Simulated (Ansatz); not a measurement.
**Is this Sn3GeO8 structure a true minimum?**

The cell was found from a structure generator's guess, not taken from experiment.

Theory: Ansatz, DFT PBE, scalar-relativistic, plane waves, PAW. Plane waves to 420 eV, a k mesh through Γ of 6×6×6 on the computed 12-atom cell and Gaussian smearing (0.02 eV); no spin polarisation.

The cell below (12 atoms, space group Immm (No. 71)) is relaxed within its symmetry.

```yaml
crystal:
  lattice:
    - [-3.15602, 3.35519, 3.36373]
    - [3.15602, -3.35519, 3.36373]
    - [3.15602, 3.35519, -3.36373]
  atoms:
    - { symbol: Sn, position: [0.00000, 0.50000, 0.50000] }
    - { symbol: Sn, position: [0.50000, 0.25070, 0.75070] }
    - { symbol: Sn, position: [0.50000, 0.74930, 0.24930] }
    - { symbol: Ge, position: [0.00000, 0.00000, 0.00000] }
    - { symbol: O, position: [0.70140, 0.00000, 0.70140] }
    - { symbol: O, position: [0.69661, 0.50000, 0.19662] }
    - { symbol: O, position: [0.18676, 0.95384, 0.76708] }
    - { symbol: O, position: [0.18676, 0.41968, 0.23292] }
    - { symbol: O, position: [0.29860, 0.00000, 0.29860] }
    - { symbol: O, position: [0.30339, 0.50000, 0.80339] }
    - { symbol: O, position: [0.81324, 0.58032, 0.76708] }
    - { symbol: O, position: [0.81324, 0.04616, 0.23292] }
```

For the test it was strained at random (σ = 1.5 % a component), the atoms were moved at random (σ = 0.10 Å), and all was relaxed again on a coarse 4×4×4 mesh (in the run’s order of axes) with 0.10 eV smearing, with no symmetry imposed.

Question: Is the structure stable against such a distortion?

Answer: It returns, within 1 meV/atom of the unmoved cell on that mesh and with the same symmetry when read at 0.1 Å. So it is stable against the distortions that fit this cell and that this random move excites. Modes that don't fit the cell aren't tested.
